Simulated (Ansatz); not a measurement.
Computed with DFT PBE, scalar-relativistic, plane waves, PAW in Ansatz. Settings: cutoff 420 eV, Γ-centred meshes spaced at most about 0.3 Å⁻¹, and about 0.25 Å⁻¹ or finer for metals (2π included), Gaussian smearing. No spin polarisation in the final relaxations.

Temperature and zero-point effects are left out.

Compare these two cells of HfTi₄Si, each relaxed at this level.

A.

```
CELL_PARAMETERS angstrom
0.00000 3.75050 3.75050
3.75050 0.00000 3.75050
3.75050 3.75050 0.00000
ATOMIC_POSITIONS crystal
Hf 0.00000 0.00000 0.00000
Ti 0.37211 0.37211 0.37211
Ti 0.88366 0.37211 0.37211
Ti 0.37211 0.37211 0.88366
Ti 0.37211 0.88366 0.37211
Si 0.75000 0.75000 0.75000
```

B.

```
CELL_PARAMETERS angstrom
4.55326 0.00000 0.00000
-2.27663 3.94324 0.00000
0.00000 0.00000 5.61724
ATOMIC_POSITIONS crystal
Hf 0.00000 0.00000 0.00000
Ti 0.33333 0.66667 0.74162
Ti 0.33333 0.66667 0.25838
Ti 0.66667 0.33333 0.74162
Ti 0.66667 0.33333 0.25838
Si 0.00000 0.00000 0.50000
```

Question: Which form is favoured at zero pressure, and by what margin per atom?

Answer: B is lower, by 0.34 eV/atom. A has space group F-43m (No. 216), 17.6 Å³/atom and no gap on its mesh; B has space group P6/mmm (No. 191), 16.8 Å³/atom and no gap. Counting Hf or Ti atoms around Si (for each partner element, those within 1.25 times its shortest distance or 1.15 times the sum of covalent radii, where it is the nearest in units of that sum or under 1.3), A has Si 16 and B has Si 14. The denser one is the lower, and pressure would at first widen the difference. In A, Hf is surrounded by 12 Ti at 3.10 Å and 4 Si at 3.25 Å; Ti has 6 Ti at 2.59–2.71 Å, 3 Hf at 3.10 Å and 3 Si at 3.12 Å; Si has 12 Ti at 3.12 Å and 4 Hf at 3.25 Å. In B, Hf is surrounded by 2 Si at 2.81 Å and 12 Ti at 3.00 Å; Ti is surrounded by 4 Ti at 2.63–2.71 Å, 1 Ti at 2.90 Å, 3 Si at 2.96 Å and 3 Hf at 3.00 Å; around Si lie 2 Hf at 2.81 Å and 12 Ti at 2.96 Å. Both come from invented guesses.

Spin–orbit coupling, which can matter for Hf, is left out. A magnetic state wasn't ruled out in cells without spin, among them F-43m. Cells relaxed within their symmetry can be saddle points.
